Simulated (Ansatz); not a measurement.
RhPb2 (space group I4/mcm)

```
RhPb2
1.0
   -3.33911     3.33911     2.90685
    3.33911    -3.33911     2.90685
    3.33911     3.33911    -2.90685
Rh Pb
2 4
Direct
  0.25000   0.25000   0.00000
  0.75000   0.75000   0.00000
  0.66510   0.83490   0.50000
  0.33490   0.16510   0.50000
  0.83490   0.33490   0.16980
  0.16510   0.66510   0.83020
```

The slice is a (-1 -1 2) plane (indices of the conventional cell) through the point (0.750, 0.750, 0.000) (fractional), spanned by u = [111] and v = [1 -1 0] in vectors of this cell: u (5.55 Å) and v (9.44 Å, at 90° to u). It covers one period; positions are fractions (u, v).

The numbers are results of PBEsol (plane waves to 420 eV, PAW, scalar-relativistic; Ansatz, a program for electronic structure), not measurements. k mesh 11×11×11. Near the nuclei the fields are pseudised (PAW); where an atom keeps semicore shells as valence, they peak there. RhPb2 is run without spin polarisation. RhPb2 was relaxed with its symmetry unable to fall. Spin-orbit coupling is left out, though Pb is heavy.

Three fields on this plane, each scaled to ten steps between its own extremes (0 low, 9 high; the total valence density on a logarithmic scale, the potential cut 8 eV below its top; x marks points blanked near nuclei; v = 0 in the bottom row):

Map A
```
|xxxx644568865446xxx|
|xxx95322333322359xx|
|xx9643211111123469x|
|7665443210012344566|
|4455666432234666554|
|3457999753357999754|
|3469xxx965569xxx964|
|346xxxx975579xxxx64|
|3469xxx965569xxx964|
|3457999753357999754|
|4455666432234666554|
|7665443210012344566|
|xx9643211111123469x|
|xxx95322333322359xx|
|xxxx644568865446xxx|
|xxxx7568xxxx8657xxx|
|xxxx768xxxxxx867xxx|
|xxx9669xxxxxx9669xx|
|xx96569xxxxxx96569x|
|7653358xxxxxx853356|
|4432236xxxxxx632234|
|332101369xx96310123|
|3321001356653100123|
|3320001245542100023|
|3321001356653100123|
|332101369xx96310123|
|4432236xxxxxx632234|
|7653358xxxxxx853356|
|xx96569xxxxxx96569x|
|xxx9669xxxxxx9669xx|
|xxxx768xxxxxx867xxx|
|xxxx7568xxxx8657xxx|
```

Map B
```
|xxxx587400004785xxx|
|xxx07998655689970xx|
|xx0589998888999850x|
|4567667889988766765|
|8864212478874212468|
|8740000047740000047|
|7620xxx026620xxx026|
|750xxxx015510xxxx05|
|7620xxx026620xxx026|
|8740000047740000047|
|8864212478874212468|
|4567667889988766765|
|xx0589998888999850x|
|xxx07998655689970xx|
|xxxx587400004785xxx|
|xxxx3640xxxx0463xxx|
|xxxx450xxxxxx054xxx|
|xxx0540xxxxxx0450xx|
|xx06740xxxxxx04760x|
|4578850xxxxxx058875|
|8899972xxxxxx279998|
|889998610xx01689998|
|7889998643346899988|
|7789999876678999987|
|7889998643346899988|
|889998610xx01689998|
|8899972xxxxxx279998|
|4578850xxxxxx058875|
|xx06740xxxxxx04760x|
|xxx0540xxxxxx0450xx|
|xxxx450xxxxxx054xxx|
|xxxx3640xxxx0463xxx|
```

Map C
```
|xxxx345578875543xxx|
|xxx53333344333335xx|
|xx5444210000124445x|
|4455555311113555554|
|5566777764467777665|
|5667999887788999766|
|4568xxx989989xxx865|
|456xxxx989989xxxx65|
|4568xxx989989xxx865|
|5667999887788999766|
|5566777764467777665|
|4455555311113555554|
|xx5444210000124445x|
|xxx53333344333335xx|
|xxxx345578875543xxx|
|xxxx4567xxxx7654xxx|
|xxxx467xxxxxx764xxx|
|xxx5568xxxxxx8655xx|
|xx54568xxxxxx86545x|
|4344468xxxxxx864443|
|5543357xxxxxx753345|
|554212689xx98621245|
|4431004788887400134|
|4421002699996200124|
|4431004788887400134|
|554212689xx98621245|
|5543357xxxxxx753345|
|4344468xxxxxx864443|
|xx54568xxxxxx86545x|
|xxx5568xxxxxx8655xx|
|xxxx467xxxxxx764xxx|
|xxxx4567xxxx7654xxx|
```

### Question
Assign the maps to these fields: electron localisation function (ELF); valence electron density; electrostatic potential energy of an electron, from the cell's mean.

### Answer
A is the valence electron density; B is the electrostatic potential energy of an electron, from the cell's mean; C is the electron localisation function (ELF).
